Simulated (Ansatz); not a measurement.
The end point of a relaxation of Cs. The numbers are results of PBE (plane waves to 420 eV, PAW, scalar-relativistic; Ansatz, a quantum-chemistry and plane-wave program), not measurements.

```cif
data_Cs
_chemical_formula_sum 'Cs1'
_space_group_name_H-M_alt 'P 1'
_space_group_IT_number 1
_cell_length_a 5.33196
_cell_length_b 5.33196
_cell_length_c 5.33196
_cell_angle_alpha 109.471
_cell_angle_beta 109.471
_cell_angle_gamma 109.471
loop_
_space_group_symop_operation_xyz
  'x, y, z'
loop_
_atom_site_label
_atom_site_type_symbol
_atom_site_fract_x
_atom_site_fract_y
_atom_site_fract_z
_atom_site_occupancy
Cs1 Cs 0.00000 0.00000 0.00000 1
```

Q: Find the space group and the Wyckoff positions (tolerance 0.01 Å).

A: Space group Im-3m (No. 229); a = b = c = 6.157 Å, α = β = γ = 90.00°

```json
[
 {"atom": "Cs", "site": "2a", "symmetry": "m-3m", "x": "0.0000", "y": "0.0000", "z": "0.0000"}
]
```

This is the bcc (W type).

Q: Give the shortest distances between elements (the closest pairs, up to four, under 3.6 Å).

A: .

Volume per atom: 116.69 Å³
Density: 1.89 g/cm³
Band gap: zero (metallic)

No spin polarisation in the result.

The run could not lose the symmetry of its start.
